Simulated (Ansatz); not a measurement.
BeS:
```yaml
crystal:
  lattice:
    - [3.44519, 0.00000, 0.00000]
    - [-1.72259, 2.98362, 0.00000]
    - [0.00000, 0.00000, 26.00000]
  atoms:
    - { symbol: Be, position: [0.66667, 0.33333, 0.50000] }
    - { symbol: S, position: [0.33333, 0.66667, 0.50000] }
```
Free-standing layer in the xy plane with vacuum along z and no interaction between images.

Relaxed with r²SCAN+D4.

All from r²SCAN+D4 in the plane-wave PAW code Ansatz, unless another level is named. Give the electron affinity (Kohn–Sham).

1.63 eV.

And the ionisation potential (Kohn–Sham)?

6.69 eV.

Give the hole effective mass, in the valley at K.

1.2 mₑ.

What about the HSE06 gap on the r²SCAN+D4 cell?

5.60 eV.

Space group P-6m2 (h-BN-type). A constructed layer: a layer type filled with these elements; whether it has been made was not checked. It is flat by the symmetry kept. The r²SCAN+D4 relaxation kept the symmetry of its start; its stability against distortions is not shown here.

Potentials: the later of the program's two PAW sets.
